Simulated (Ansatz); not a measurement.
An elastic tensor (GPa, Voigt order, standard axes) from r²SCAN in the plane-wave PAW code Ansatz:

```
 133  22.8  59.9   0.0   0.0   0.0
22.8  81.5  27.5   0.0   0.0   0.0
59.9  27.5   131   0.0   0.0   0.0
 0.0   0.0   0.0  19.6   0.0   0.0
 0.0   0.0   0.0   0.0  57.4   0.0
 0.0   0.0   0.0   0.0   0.0  29.0
```

Task: Pick the material that matches.
A. SiO2, Pbcn (Si on 4c, O on 8d)
B. TiO2, Pbcn (Ti on 4c, O on 8d)
C. BaMgF4, Cmcm (Pearson symbol oS24)
D. Si, Cmcm (Si on 8f, Si on 8f, Si on 8f)

Result: C, BaMgF4, Cmcm (Pearson symbol oS24)

The workflow started from a Materials Project entry (that database holds measured and hypothetical structures alike); the Crystallography Open Database copy checked does not list it. COD files the formula under space group No. 36, so this cell is another polymorph or a model. Its standing as an ambient phase is unchecked. The r²SCAN relaxation kept the symmetry of its start; whether a distortion lowers the energy is not shown. Scalar-relativistic: spin–orbit coupling is off unless named, which matters more the heavier the elements.

Potentials: the earlier of the program's two PAW sets.
